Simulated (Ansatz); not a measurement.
## SiC (F-43m) at 3 levels of theory

One geometry, relaxed with PBE; plane waves with PAW potentials in Ansatz, scalar-relativistic. No spin polarisation. Gaps are the least over mesh and band path; pressure is positive in compression, and isn't given for hybrids.

Space group F-43m (No. 216). a = 4.379 Å, b = 4.379 Å, c = 4.379 Å, α = 90.00°, β = 90.00°, γ = 90.00°
```
atom  site  symmetry       x       y       z
  Si    4a      -43m  0.0000  0.0000  0.0000
   C    4c      -43m  0.2500  0.2500  0.2500
```

| level | cutoff (eV) | k mesh | gap (eV) | pressure (GPa) |
| --- | --- | --- | --- | --- |
| PBE | 420 | 10×10×10 | 1.37 | 0.0 |
| r2SCAN | 500 | 10×10×10 | 1.72 | -3.5 |
| HSE06 | 420 | 8×8×8 | 2.24 | - |

It was relaxed from a cell as deposited in COD.
